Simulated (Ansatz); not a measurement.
According to plane-wave PAW PBEsol (Ansatz code), TaAs in the tetragonal phase (I4_1md; Ta on 4a, As on 4a) relaxes to a = 3.429 Å, c = 11.584 Å. As has 6 nearest neighbours from 2.59 Å (trigonal prismatic). Its formation energy from the elements is -0.61 eV/atom, with no fitted shifts.

Electronic character: no gap, with almost no states at the Fermi level (zero-gap or semimetallic).

The bulk modulus is 1890 kbar. The highest mode at Γ lies at 262 cm⁻¹.

The cell was relaxed with PBEsol under the symmetry of its start. The run is not spin-polarised. A small band overlap can be real or an error of a semilocal functional. As this level gives no gap, phonon frequencies hold no LO–TO term and depend on the k-mesh and smearing (Fermi–Dirac, 0.1 eV here). The references are the lowest solids computed at this level, not always the standard phases. Spin–orbit coupling is left out wherever it is not named.

Potentials: the earlier of the program's two PAW sets. The files were generated under PBE; for other functionals the program regenerates the frozen cores, and for LDA and PBEsol the local potential too.
